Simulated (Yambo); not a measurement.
A G0W0@PBE run in Yambo for BeSe (zinc blende, space group F-43m, No. 216) under isotropic strain of -2 % on all lattice vectors (4×4×4 Γ-centred k mesh, bands 11 to 156 and a 15 Ry block in the screening, 156 bands in G with the Bruneval-Gonze terminator, plasmon pole fitted at 27.2 eV) gives these matrix elements, in eV, at the band edges (Γ → X):

```csv
state,E0,<Vxc>,<Σx>,<Σc(E0)>,Z
valence edge,0.000,-14.988,-17.343,1.311,0.810
conduction edge,2.477,-9.670,-5.603,-3.826,0.827
```

Task: Solve the linearised quasiparticle equation for both states, give the gap, and say how exchange and correlation each act on it.

Result: E = E0 + Z(Σx + Σc − Vxc). Valence: 0.000 + 0.810 × (-17.343 + (1.311) − (-14.988)) = -0.85 eV. Conduction: 2.477 + 0.827 × (-5.603 + (-3.826) − (-9.670)) = 2.68 eV. The gap is 3.52 eV, against 2.48 eV in PBE. Replacing Vxc by bare exchange alone would open it by 6.42 eV; correlation takes back 5.14 eV of that, and Z scales what is left. Convergence of the G0W0 settings was not tested. Spin-orbit splittings are left out.

Geometry strained from the cell relaxed with PBEsol, atoms relaxed again; primitive cell a = 3.5551 Å, b = 3.5551 Å, c = 3.5551 Å, α = 60.00°, β = 60.00°, γ = 60.00°.

The potentials are those of PseudoDojo's stringent table.
